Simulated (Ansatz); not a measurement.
Level of theory: Ansatz 0.2.0, DFT PBE, scalar-relativistic, plane waves, PAW. Settings: cutoff 420 eV, Γ-centred meshes spaced at most about 0.3 Å⁻¹, and about 0.25 Å⁻¹ or finer for metals (2π included), Gaussian smearing. No spin polarisation in the final relaxations.

Temperature and zero-point effects are left out.

Two relaxed structures of NaP2:

A.

```
Na P
1.0
     4.11060    0.00000    0.00000
    -2.05530    3.55989    0.00000
     0.00000    0.00000    4.38925
Na P
1 2
Direct
  0.00000 0.00000 0.00000
  0.33333 0.66667 0.50000
  0.66667 0.33333 0.50000
```

B.

```
Na P
1.0
     4.65339   -1.65591    0.00000
     4.65339    1.65591    0.00000
    -0.52771    0.00000    4.11652
Na P
1 2
Direct
  0.00000 0.00000 0.50000
  0.70569 0.70569 0.12501
  0.29431 0.29431 0.87499
```

Task: Which is lower in energy, and by how much?

Result: B is lower, by 197 meV/atom. A has the AlB2 type, space group P6/mmm (No. 191), 21.4 Å³/atom and no gap on its mesh; B has space group C2/m (No. 12), 21.1 Å³/atom and no gap. Counting P atoms around Na (those within 1.25 times the shortest such distance or 1.15 times the sum of covalent radii; a plus sign parts nearer from farther groups; the shortest distance is added where it is long for a bond), A has Na 12 from 3.2 Å and B has Na 6+4. A holds P–P nets (shortest 2.37 Å); B holds P–P chains (shortest 2.17 Å). Both come from invented guesses.

In P6/mmm, C2/m an odd number of electrons in the primitive cell allows no gap without spin; a larger cell or a magnetic state could open one. A magnetic state wasn't ruled out in cells without spin, among them P6/mmm, C2/m. Cells relaxed within their symmetry can be saddle points. The C2/m cell of NaP2 came from shaking the P6/mmm one.
